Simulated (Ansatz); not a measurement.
**Sb₂Pt: gradients before and after relaxing the atoms**

Start: a structure deposited in the COD (the entry's cell lengths or inner coordinates differ somewhat from later room-temperature determinations), taken as it stands.

```xyz
12
Lattice="6.4400 0.0000 0.0000 0.0000 6.4400 0.0000 0.0000 0.0000 6.4400" Properties=species:S:1:pos:R:3 pbc="T T T"
Sb    2.4150    2.4150    2.4150
Sb    0.8050    4.0250    5.6350
Sb    5.6350    0.8050    4.0250
Sb    4.0250    5.6350    0.8050
Sb    4.0250    4.0250    4.0250
Sb    5.6350    2.4150    0.8050
Sb    0.8050    5.6350    2.4150
Sb    2.4150    0.8050    5.6350
Pt    0.0000    0.0000    0.0000
Pt    3.2200    0.0000    3.2200
Pt    3.2200    3.2200    0.0000
Pt    0.0000    3.2200    3.2200
```

Atoms are numbered from 1 in the order listed; like atoms form one site, named after its first atom.

Method: Kohn–Sham DFT in Ansatz, PBE, plane waves and PAW, scalar-relativistic, 420 eV cutoff, Γ-centred 5×5×5 k-points, Fermi–Dirac smearing 0.05 eV.

The largest force at the start is 0.094 eV/Å. Relaxing the ions at fixed cell moves them by 0.006 Å at most (atom 1, Sb) and 0.005 Å rms. End positions:

```
CELL_PARAMETERS angstrom
6.44000 0.00000 0.00000
0.00000 6.44000 0.00000
0.00000 0.00000 6.44000
ATOMIC_POSITIONS crystal
Sb 0.37447 0.37447 0.37447
Sb 0.12553 0.62553 0.87447
Sb 0.87447 0.12553 0.62553
Sb 0.62553 0.87447 0.12553
Sb 0.62553 0.62553 0.62553
Sb 0.87447 0.37447 0.12553
Sb 0.12553 0.87447 0.37447
Sb 0.37447 0.12553 0.87447
Pt 0.00000 0.00000 0.00000
Pt 0.50000 0.00000 0.50000
Pt 0.50000 0.50000 0.00000
Pt 0.00000 0.50000 0.50000
```

```tsv
site	atom	moved (Å)	first shell before	first shell after	V_zz before (10²¹ V/m²)	η before
Sb	1	0.006	3 Pt at 2.67 Å, 1 Sb at 2.79 Å	3 Pt at 2.67 Å, 1 Sb at 2.80 Å	6.33	0.00
Pt	9	0.000	6 Sb at 2.67 Å	6 Sb at 2.67 Å	-6.99	0.00
```

(1) How do the gradients change?

Results:

(1) 

```csv
site,atom,V_zz after,η after,change of V_zz
Sb,1,6.57,0.00,+0.24
Pt,9,-6.99,0.00,0.00
```

The largest change of V_zz is on Sb, from 6.33 to 6.57. In per cent, |V_zz| changes by +4 on Sb, 0 on Pt (all sites that start above 2).

At this cell the PBE pressure is 6 GPa, so with PBE the cell would grow if it were relaxed. With no gap above 0.1 eV, as in a metal, the gradients converge slowly in k; expect changes of a tenth or more on a denser mesh. Spin–orbit coupling is left out, which shifts gradients on Pt by a few per cent in wide-gap crystals, and can shift them far more where the calculated gap is small or absent, as here. With these PAW files V_zz is typically within 2 to 3 % of all-electron values, but misses above 10 % occur on Sb.
